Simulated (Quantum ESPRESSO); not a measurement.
PdW4Ru2Ga, different elements on one site, starting from this cell

Computed values, not a measurement. The program is pw.x of Quantum ESPRESSO 7.5 (plane-wave density functional theory). The cell is made up: eight metal atoms on a face-centred cubic lattice, with elements, volume, strain and displacements drawn at random and not relaxed, so it may be unstable or far from any real phase. PseudoDojo standard norm-conserving files set the functional (PBE unless stated); there is no spin polarisation or spin-orbit coupling, the Fermi-Dirac width of 0.25 eV means electrons at about 2900 K, and the masses in the input are unused placeholders. Heavy elements are run without spin-orbit coupling, which real alloys of them have. A spin test at this wide smearing found no moment, but such smearing suppresses magnetism that the real alloy may have.

The runs put different elements on site 8. Cell, positions, cutoff, mesh and smearing stay as in the input of run 1; sites are counted in its order. Stress in the tables is positive in tension.

Input of run 1:

```
&control calculation='scf', pseudo_dir='./dojo.nc.sr.pbe.v0_5.standard.upf', outdir='./o', disk_io='minimal', tprnfor=.true., tstress=.true. /
&system ibrav=0, nat=8, ntyp=4, nbnd=78, ecutwfc=84.00895049, nosym=.true., tot_charge=0,
 occupations='smearing', smearing='fd', degauss=0.0183746611
/
&electrons conv_thr=1.470e-08, electron_maxstep=70, mixing_beta=0.5 /
ATOMIC_SPECIES
Ga 1.0 Ga.upf
Pd 1.0 Pd.upf
Ru 1.0 Ru.upf
W 1.0 W.upf
CELL_PARAMETERS angstrom
0.0094 -2.0231 -1.9818
-6.0502 -2.0271 0.0323
-2.0174 4.1532 -6.0432
ATOMIC_POSITIONS angstrom
Pd -0.0464 -0.0177 -0.0025
W -1.9942 2.1323 -3.9993
Ru -2.0125 -0.0274 -1.9704
Ru -4.0571 2.047 -6.0012
W -4.0046 0.0387 -4.0038
W -4.0539 -2.0361 -2.0206
W -6.0971 0.0114 -5.957
Ga -5.9907 -1.997 -4.0052
K_POINTS automatic
8 4 3 1 1 1
```

| run | elements on sites 1 to 8 | -TS (eV) | pressure (GPa) | stress xx (GPa) | stress yy (GPa) | stress zz (GPa) | stress yz (GPa) | stress xz (GPa) | stress xy (GPa) | iterations |
| --- | --- | --- | --- | --- | --- | --- | --- | --- | --- | --- |
| 1 | Pd W Ru Ru W W W Ga | -1.745 | -14.18 | 15.14 | 14.27 | 13.14 | -2.22 | -0.43 | -0.22 | 22 |
| 2 | Pd W Ru Ru W W W Mg | -1.806 | -10.35 | 9.91 | 11.01 | 10.12 | -1.31 | -1.63 | 0.57 | 23 |
| 3 | Pd W Ru Ru W W W Hf | -1.807 | -3.52 | 4.29 | 3.23 | 3.03 | -2.45 | -1.43 | 0.67 | 23 |
| 4 | Pd W Ru Ru W W W Au | -1.792 | -11.17 | 10.90 | 12.30 | 10.32 | -1.96 | -0.71 | -0.46 | 23 |

Forces Fx Fy Fz (eV/Å):

```
site             run 1             run 2             run 3              run 4
   1   0.38 -0.19 0.14  0.38 -0.01 -0.06   0.21 -0.13 0.03    0.44 -0.18 0.13
   2  -1.34 -0.21 0.00  -1.84 0.07 -0.41  -2.60 0.31 -0.62  -1.45 -0.18 -0.22
   3  -1.10 0.17 -0.20  -1.25 0.02 -0.07  -0.98 0.01 -0.10   -1.48 0.09 -0.07
   4  -0.51 -0.22 0.27  -0.43 -0.23 0.29  -0.39 -0.11 0.20   -0.52 -0.29 0.32
   5   0.87 -0.05 0.11   1.25 0.10 -0.02   2.60 0.49 -0.45     0.80 0.02 0.01
   6   1.37 -0.22 0.25   2.02 -0.58 0.66   2.16 -0.95 1.04    1.67 -0.29 0.47
   7   0.99 1.03 -0.94   0.89 1.17 -1.01   0.72 1.76 -1.49    1.11 1.17 -1.07
   8  -0.66 -0.32 0.37  -1.02 -0.53 0.62  -1.73 -1.38 1.39   -0.56 -0.34 0.43
```

Energies are left out, as each element's file has its own zero. A rerun of one cell of this series at a higher cutoff and on a denser mesh moved values by no more than 0.007 eV in energy, 0.14 GPa in stress and 0.009 eV/Å in force, and a second program with other atomic files agreed on that cell to 2 % rms in force and 0.5 GPa in pressure.